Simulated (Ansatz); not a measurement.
Input and command of a calculation in Ansatz (plane waves; scalar-relativistic PAW potentials unless the input names others):

```yaml
crystal:
  lattice:
    - [3.9537311427, 0.0, 0.0]
    - [0.0, 3.9537311427, 0.0]
    - [0.0, 0.0, 3.9537311427]
  atoms:
    - { symbol: Ca, position: [0.0, 0.0, 0.0] }
    - { symbol: Mg, position: [0.5, 0.5, 0.5] }
basis:
  ecutwfc: "500 eV"
kpoints:
  mp_grid: { grid: [10, 10, 10] }
hamiltonian:
  xc: pbesol
scf:
  occupations: { method: fermi_dirac, width: 0.15 }
  eigensolver: { kind: davidson }
output:
  forces: true
  eigenvalues: true
  stress: true
```

```bash
ansatz run input.yaml --threads 2 --pin off --max-ram 6144MiB --backend cpu --events-out ev --progress --plain --runs-dir out
```

Abridged log:
```
Basis set: ecut = 500 eV, 1551 PW (Γ), exchange–correlation on 60×60×60 points (8 copies of the dense FFT grid, shifted against one another)
Bands: 14, of which v1, the nominal top of the filled ones, is band 10 counted from 1 (9 counted from 0)
Symmetry: 48 space group operations
k-points: 56 of 1000
SCF iter   1: F=—  HF=-3706.025236 eV  |F-HF|=—  |Δ(HF+E_count)|=         —  Δρ=1.81e-3  dr2=1.31e-3  ethr=1.77e-3  ⟨swp⟩=12.5  Hψ=4654  notcnv=0
SCF iter   2: F=—  HF=-3706.024803 eV  |F-HF|=—  |Δ(HF+E_count)|=   4.33e-4  Δρ=8.26e-4  dr2=3.34e-4  ethr=6.53e-6  ⟨swp⟩=4.2  Hψ=2043  notcnv=0  defer=1
SCF iter   3: F=—  HF=-3706.024689 eV  |F-HF|=—  |Δ(HF+E_count)|=   1.14e-4  Δρ=1.59e-4  dr2=1.13e-5  ethr=5.65e-8  ⟨swp⟩=3.1  Hψ=3590  notcnv=0
SCF iter   4: F=—  HF=-3706.024658 eV  |F-HF|=—  |Δ(HF+E_count)|=   3.06e-5  Δρ=5.61e-5  dr2=2.38e-6  ethr=5.65e-8  ⟨swp⟩=2.0  Hψ=1406  notcnv=0
SCF iter   5: F=—  HF=-3706.024658 eV  |F-HF|=—  |Δ(HF+E_count)|=   3.98e-7  Δρ=1.26e-5  dr2=1.84e-7  ethr=1.19e-8  ⟨swp⟩=4.6  Hψ=1704  notcnv=0
SCF iter   6: F=-3706.024658 eV  HF=-3706.024658 eV  |F-HF|=2.32e-8  |Δ(HF+E_count)|=   3.98e-8  Δρ=5.36e-6  dr2=2.62e-8  ethr=9.18e-10  ⟨swp⟩=3.9  Hψ=1872  notcnv=0
the search or the solves at the SCF's close seem to have found levels that the self-consistency loop had missed (the run counts 1). By its estimate they hold under 1e-12 electrons; where the run keeps them, the occupations were computed again with them
SCF 1 converged in 6 iterations: F = -3706.024658 eV  dr2 = 2.62e-8
  Residual-converged pass: ⟨swp⟩=3.3  Hψ=1800  notcnv=0  max |occ|·‖R‖ = 6.7e-6 eV (tolerance 6.7e-6 eV) dr2=2.65e-8  dr2_onsite=4.69e-9  max |Δocc| = 1.4e-8
SCF converged after 6 iterations
Free energy (F): -3706.024658 eV
Harris-Foulkes:  -3706.024658 eV  (|F-HF|=2.32e-8)
Internal energy: -3705.904229 eV  (E = F + TS)
E sigma→0 (E₀):  -3705.964443 eV
Entropy (-TS):   -0.120429 eV (-60.215 meV/atom)
Fermi energy:    5.309047 eV
--- Forces (eV/Å), atoms counted from 1 ---
  atom   1  Ca     0.00000000     0.00000000     0.00000000
  atom   2  Mg     0.00000000     0.00000000     0.00000000
--- Stress (GPa, compression-positive) ---
       -0.502025       0.000000       0.000000
        0.000000      -0.502025       0.000000
        0.000000       0.000000      -0.502025
  P = ⅓ Tr σ = -0.5020 GPa (-5.020 kbar)
```

Apart from outputs and empty bands, the input differs from a reference run on usual settings in basis.ecutwfc: 420 → "500 eV"; scf.eigensolver.kind: not typed → "davidson". The reference, at the same geometry (not necessarily relaxed), gave pressure -0.50 GPa, largest force 0.000 eV/Å, no gap on the mesh. This run converged in 6 SCF iterations (reference: 6) with an energy at zero smearing 0.07 meV/atom below the reference's, pressure -0.50 GPa, largest force 0.000 eV/Å, no gap on the mesh.

Time: 1.9 s on 2 threads of Intel(R) Xeon(R) Platinum 8275CL CPU @ 3.00GHz (Skylake/Cascade Lake) (shared host), peak memory 0.37 GiB.